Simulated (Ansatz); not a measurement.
Input:

LaZn$_{5}$:
```yaml
crystal:
  lattice:
    - [5.42473, 0.00000, 0.00000]
    - [-2.71237, 4.69796, 0.00000]
    - [0.00000, 0.00000, 4.20273]
  atoms:
    - { symbol: La, position: [0.00000, 0.00000, 0.00000] }
    - { symbol: Zn, position: [0.33333, 0.66667, 0.00000] }
    - { symbol: Zn, position: [0.66667, 0.33333, 0.00000] }
    - { symbol: Zn, position: [0.50000, 0.00000, 0.50000] }
    - { symbol: Zn, position: [0.50000, 0.50000, 0.50000] }
    - { symbol: Zn, position: [0.00000, 0.50000, 0.50000] }
```

This is the r²SCAN-relaxed structure.

Question: All from the program Ansatz at the r²SCAN level (PAW), unless another level is named. Estimate the formation energy from the elements (no fitted shifts).

Answer: -0.34 eV/atom.

Question: Next, the density of states at the Fermi level?

Answer: 0.35 states/eV per atom (mean over ±0.08 eV).

Space group P6/mmm. The workflow started from an entry of the Crystallography Open Database (COD, 296 K). Its standing as an ambient phase is unchecked. Symmetry was held in the r²SCAN relaxation; whether a distortion lowers the energy is not shown. The references are the lowest solids computed at this level, not always the standard phases. Scalar-relativistic: spin–orbit coupling is off unless named, which matters more the heavier the elements.

Potentials: the later of the program's two PAW sets.
